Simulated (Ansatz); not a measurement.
## What DFT gives for Lu2MgS4

```
Lu S Mg
1.0
     0.00000    5.47031    5.47031
     5.47031    0.00000    5.47031
     5.47031    5.47031    0.00000
Lu S Mg
4 8 2
Direct
  0.62500 0.62500 0.62500
  0.12500 0.62500 0.62500
  0.62500 0.62500 0.12500
  0.62500 0.12500 0.62500
  0.37400 0.37400 0.37400
  0.37200 0.87600 0.87600
  0.37400 0.37400 0.87800
  0.87600 0.37200 0.87600
  0.87800 0.37400 0.37400
  0.87600 0.87600 0.87600
  0.37400 0.87800 0.37400
  0.87600 0.87600 0.37200
  0.00000 0.00000 0.00000
  0.25000 0.25000 0.25000
```

Single point in Ansatz 0.2.0 with r2SCAN, no spin polarisation. Cutoff 500 eV, PAW datasets, 4×4×4 Γ-centred k mesh, fermi-dirac filling (width 0.1 eV).

Contacts: S–Mg at 2.35 Å: least valence density 0.27 e/Å³ and ELF 0.07 there, a closed-shell (ionic or weak) contact. Lu–S at 2.75 Å: least valence density 0.29 e/Å³ and ELF 0.21 there. Both are smooth PAW fields, read partly inside the augmentation spheres.
Electronic structure: The gap is 2.04 eV, direct at the points sampled. A semilocal functional usually gives too small a gap.
Stress: The pressure is -1.3 GPa (compression positive), so with the atoms held at these fractions the cell would first shrink; the forces are large, so a full relaxation may end otherwise.
Formation energy: -2.09 eV an atom against the elements' usual phases (free molecules for gases, crystals otherwise, with no correction for O₂ or N₂), so it is bound against them; other compounds may still compete. Relaxing would lower it.

Origin: a database entry at a rescaled volume. Caveats: atoms or cell far from equilibrium.
